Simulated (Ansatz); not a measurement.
SnO$_{2}$:
```xyz
6
Lattice="4.7685 0.0000 0.0000 0.0000 4.7685 0.0000 0.0000 0.0000 3.2114" Properties=species:S:1:pos:R:3 pbc="T T T"
Sn     0.0000     0.0000     0.0000
Sn     2.3843     2.3843     1.6057
O      3.8449     3.8449     1.6057
O      0.9236     0.9236     1.6057
O      1.4606     3.3079     0.0000
O      3.3079     1.4606     0.0000
```

The program Ansatz at the PBEsol level (PAW) gives a gap of 0.92 eV without spin–orbit coupling, maximum at Γ, minimum at Γ.

What happens when spin–orbit coupling is switched on?

The gap grows by 0.01 eV, to 0.93 eV; maximum at Γ, minimum at Γ.

Give the electron effective mass with spin–orbit coupling.

0.17, 0.19, 0.19 mₑ (principal values).

Give the hole effective mass with spin–orbit coupling.

1.3, 1.3, 1.7 mₑ (principal values).

Space group P4_2/mnm (rutile). Symmetry was held in the PBEsol relaxation.

Potentials: the earlier of the program's two PAW sets. The files were generated under PBE; for other functionals the program regenerates the frozen cores, and for LDA and PBEsol the local potential too.
